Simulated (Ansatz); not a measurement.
AlCuBr₄:
```
CELL_PARAMETERS angstrom
      5.77285     0.00000     0.00000
      0.00000     5.77285     0.00000
      0.00000     0.00000    10.55700
ATOMIC_POSITIONS crystal
  Al 0.00000 0.50000 0.75000
  Al 0.50000 0.00000 0.25000
  Cu 0.50000 0.50000 0.00000
  Cu 0.50000 0.50000 0.50000
  Br 0.23194 0.73771 0.87412
  Br 0.73771 0.76806 0.12588
  Br 0.76806 0.26229 0.87412
  Br 0.26229 0.23194 0.12588
  Br 0.23194 0.26229 0.62588
  Br 0.73771 0.23194 0.37412
  Br 0.76806 0.73771 0.62588
  Br 0.26229 0.76806 0.37412
```

Relaxed with r²SCAN. Special points in fractions of this cell's reciprocal vectors: Γ (0.000, 0.000, 0.000); X (0.000, 0.500, 0.000); M (0.500, 0.500, 0.000); Z (0.000, 0.000, 0.500); R (0.000, 0.500, 0.500); A (0.500, 0.500, 0.500).

Problem. List the band energies nearest the valence-band maximum at these points for plane-wave PAW r²SCAN (Ansatz code).

Solution. In eV from the valence-band maximum; about four levels below and three above (degenerate sets whole), none deeper than 8.9 eV; points with the same levels are listed once.

```
k                          below                     above
-  -----------------------------  ------------------------
Γ  -0.27 -0.27 -0.16 -0.16 -0.12  2.69 4.13 4.14 4.14 4.14
X        -0.25 -0.25 -0.17 -0.14            4.19 4.26 4.72
M   -0.24 -0.24 -0.14 -0.14 0.00            3.76 3.87 3.87
Z        -0.23 -0.23 -0.21 -0.21       3.52 3.52 4.57 4.57
R        -0.28 -0.22 -0.20 -0.13            4.09 4.33 4.82
A        -0.21 -0.21 -0.13 -0.13       3.92 3.92 4.48 4.48
```

Space group P-42c. The workflow started from a Materials Project entry (that database holds measured and hypothetical structures alike); the Crystallography Open Database files this formula in space group No. 112, but the cells were not matched. Its standing as an ambient phase is unchecked. Symmetry was held in the r²SCAN relaxation; its stability against distortions is not shown here. The run is not spin-polarised. Spin–orbit coupling is left out wherever it is not named.

Potentials: the later of the program's two PAW sets.
